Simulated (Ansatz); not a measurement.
Relaxed AlNi (CsCl type):

```
AlNi
1.0
    2.89304     0.00000     0.00000
    0.00000     2.89304     0.00000
    0.00000     0.00000     2.89304
Al Ni
1 1
Cartesian
  0.00000   0.00000   0.00000
  1.44652   1.44652   1.44652
```

In each cell atom 1 (Al, nearest neighbour Ni at 2.505 Å; its periodic images, 2.9 Å or more away, move with it) moves by s·(1.000, 0.000, 0.000) (along Cartesian x), the rest being held.

Calculation: PBE (plane waves to 420 eV, PAW, scalar-relativistic; Ansatz, a first-principles code). k mesh 13×13×13 (Γ-centred), Fermi-Dirac smearing 0.05 eV. The energy includes the smearing's −TS. With partly filled bands, energies and forces of such displacements shift with the k mesh and the smearing. AlNi is run without spin polarisation. AlNi was relaxed with its symmetry unable to fall. ΔE is measured from the undisplaced structure.

The scan covers s from -0.750 to 0.750 Å in 11 points.

Problem. Is this a single well or a double well?

Solution. A single well with its minimum at or next to zero displacement.

Problem. Is the energy the same for equal positive and negative displacements?

Solution. Even: the same for both signs. With its periodic images moving along, the atom's site symmetry in this cell is m-3m.

Problem. What is the force constant k = d²E/ds² of this move at s = 0?

Solution. 5.67 eV/Å².

(For displaced atoms, the force is minus the slope of the energy, and its curvature is a force constant, which sets phonon frequencies.)
